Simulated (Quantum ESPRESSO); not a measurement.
**Kohn-Sham bands of YOF (R-3m)**

```yaml
crystal:
  lattice:
    - [-1.89785, 3.28718, 0.00000]
    - [-3.79571, 0.00000, 0.00000]
    - [-1.89785, 1.09573, 6.29663]
  atoms:
    - { symbol: Y, position: [0.25843, 0.25843, 0.22471] }
    - { symbol: Y, position: [0.74157, 0.74157, 0.77529] }
    - { symbol: O, position: [0.37883, 0.37883, 0.86350] }
    - { symbol: O, position: [0.62117, 0.62117, 0.13650] }
    - { symbol: F, position: [0.86948, 0.86948, 0.39157] }
    - { symbol: F, position: [0.13052, 0.13052, 0.60843] }
```

Cell from Materials Project (mp-3637), symmetrised, no further relaxation. COD (Crystallography Open Database) has an entry of this formula and space group (matched by these alone). Level: PBEsol, spinors with spin-orbit coupling; pw.x of Quantum ESPRESSO at 68 Ry with PseudoDojo potentials, 4×4×4 k-points, Wannier90. Density: 10×10×10 mesh, cold smearing 0.01 Ry.

Problem. List the Kohn-Sham levels between −8 and 7.9 eV relative to the valence-band maximum at the high-symmetry points, as a band run of pw.x on that density gives them (levels within 2 meV counted together).

Solution. 
```json
[
 {"point": "Γ", "k (reciprocal lattice)": "0.000 0.000 0.000", "levels (eV)": "-4.55 (×2), -4.43 (×2), -4.41 (×2), -3.57 (×2), -3.54 (×2), -3.44 (×2), -1.72 (×2), -1.53 (×2), -1.47 (×2), -0.97 (×2), -0.94 (×2), -0.13 (×2), 5.47 (×2), 6.19 (×2), 6.19 (×2), 6.79 (×2), 6.83 (×2), 7.73 (×2), 7.75 (×2)"},
 {"point": "T", "k (reciprocal lattice)": "0.000 0.000 0.500", "levels (eV)": "-4.32 (×2), -4.28 (×2), -4.26 (×2), -3.69 (×2), -3.66 (×2), -3.33 (×2), -1.96 (×2), -1.42 (×2), -1.36 (×2), -1.15 (×2), -1.12 (×2), -0.52 (×2), 6.14 (×2), 6.20 (×2), 6.20 (×2), 6.95 (×2), 6.99 (×2), 7.38 (×2)"},
 {"point": "H_2", "k (reciprocal lattice)": "-0.313 -0.626 0.187", "levels (eV)": "-4.70 (×2), -4.38 (×2), -4.26 (×2), -3.26 (×2), -3.21 (×2), -2.96 (×2), -1.91 (×2), -1.38 (×2), -1.33 (×2), -0.68 (×2), -0.62 (×2), -0.01 (×2), 4.95 (×2), 6.60 (×2), 6.86 (×2), 7.36 (×2), 7.54 (×2), 7.64 (×2)"},
 {"point": "H_0", "k (reciprocal lattice)": "-0.374 -0.687 -0.187", "levels (eV)": "-4.70 (×2), -4.38 (×2), -4.26 (×2), -3.26 (×2), -3.21 (×2), -2.96 (×2), -1.91 (×2), -1.38 (×2), -1.33 (×2), -0.68 (×2), -0.62 (×2), -0.01 (×2), 4.95 (×2), 6.60 (×2), 6.86 (×2), 7.36 (×2), 7.54 (×2), 7.64 (×2)"},
 {"point": "L", "k (reciprocal lattice)": "0.000 -0.500 0.000", "levels (eV)": "-4.63 (×2), -4.24 (×2), -4.22 (×2), -3.58 (×2), -3.38 (×2), -2.86 (×2), -1.75 (×2), -1.66 (×2), -1.28 (×2), -0.73 (×2), -0.35 (×2), -0.30 (×2), 5.64 (×2), 6.29 (×2), 6.69 (×2), 7.29 (×2), 7.52 (×2), 7.81 (×2)"},
 {"point": "S_0", "k (reciprocal lattice)": "-0.343 -0.687 -0.343", "levels (eV)": "-4.70 (×2), -4.35 (×2), -4.30 (×2), -3.24 (×2), -3.21 (×2), -2.96 (×2), -1.92 (×2), -1.38 (×2), -1.33 (×2), -0.66 (×2), -0.62 (×2), 0.00 (×2), 4.94 (×2), 6.70 (×2), 6.73 (×2), 7.40 (×2), 7.47 (×2), 7.68 (×2)"},
 {"point": "S_2", "k (reciprocal lattice)": "-0.343 -0.657 0.000", "levels (eV)": "-4.70 (×2), -4.35 (×2), -4.30 (×2), -3.24 (×2), -3.21 (×2), -2.96 (×2), -1.92 (×2), -1.38 (×2), -1.33 (×2), -0.66 (×2), -0.62 (×2), 0.00 (×2), 4.94 (×2), 6.70 (×2), 6.73 (×2), 7.40 (×2), 7.47 (×2), 7.68 (×2)"},
 {"point": "F", "k (reciprocal lattice)": "-0.500 -0.500 0.000", "levels (eV)": "-4.97 (×2), -4.27 (×2), -4.16 (×2), -3.28 (×2), -3.23 (×2), -2.85 (×2), -1.85 (×2), -1.63 (×2), -1.41 (×2), -0.51 (×2), -0.43 (×2), -0.32 (×2), 5.44 (×2), 6.56 (×2), 6.77 (×2), 7.24 (×2), 7.69 (×2), 7.70 (×2)"}
]
```
